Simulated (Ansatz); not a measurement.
Q: Bi (A7 (α-As type), R-3m) is relaxed with LDA (plane waves, PAW; program Ansatz). What lattice parameters of the conventional cell result?

A: a = 4.494 Å, c = 11.499 Å.

Q: Give the free coordinates with the occupied sites.

A: In one choice of origin and axes:

```
atom  site  symmetry       x       y       z
----  ----  --------  ------  ------  ------
Bi      6c        3m  0.0000  0.0000  0.2372
```

Symmetry was held in the LDA relaxation. Axis ratios of metals converge slowly with the k-mesh, so a and c are less sure than the volume. Scalar-relativistic: spin–orbit coupling is off unless named, which matters more the heavier the elements.

Potentials: the earlier of the program's two PAW sets.
